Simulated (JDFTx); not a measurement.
System: Cd(0001) (P6_3/mmc bulk; lattice of mp-94, not re-optimised at this level), 1x1 cell of 4 atoms in 4 planes, area 7.58 Å² a face, 8.9 Å between the outermost planes in a cell 24.8 Å high; k mesh 8×8×1, Fermi width 0.01 Ha, no spin polarisation.

Final geometry:
```
Cd(0001)
1.0
    2.9585     0.0000     0.0000
   -1.4792     2.5621     0.0000
    0.0000     0.0000    24.8000
Cd
4
Cartesian
  1.4792   0.8540   7.9425
  0.0000   1.7081  10.9285
  1.4792   0.8540  13.8715
  0.0000   1.7081  16.8575
```

Method: PBE, GBRV ultrasoft potentials, plane waves to 20/100 Ha, in JDFTx (a modified build). Liquid on both sides: CANDLE, water, 1 M NaCl; nuclei fixed, outer atoms relaxed in vacuum. Potentials are on the SHE scale by the convention U = −μ/e − 4.44 V; references calibrated for a solvation model differ from this value. Both faces are the same ideal termination; reconstructions, overlayers and chemisorbed solvent are outside this model. On the negative side CANDLE's cavity feels the periodic box, so those points shift with the cell height. Convergence in thickness and k mesh wasn't tested for this slab.

```tsv
U (V vs SHE)	μ (eV)	excess electrons per cell	σ (μC/cm², per face)	run
-1.30	-3.14	0.065	-6.9	fixed potential
-0.99	-3.45	0.000	0.0	neutral
-0.70	-3.74	___	___	fixed potential
```

### Question
Fill in the missing entries, row by row.

### Answer

- -0.70, excess electrons per cell: -0.036
- -0.70, σ (μC/cm², per face): 3.8
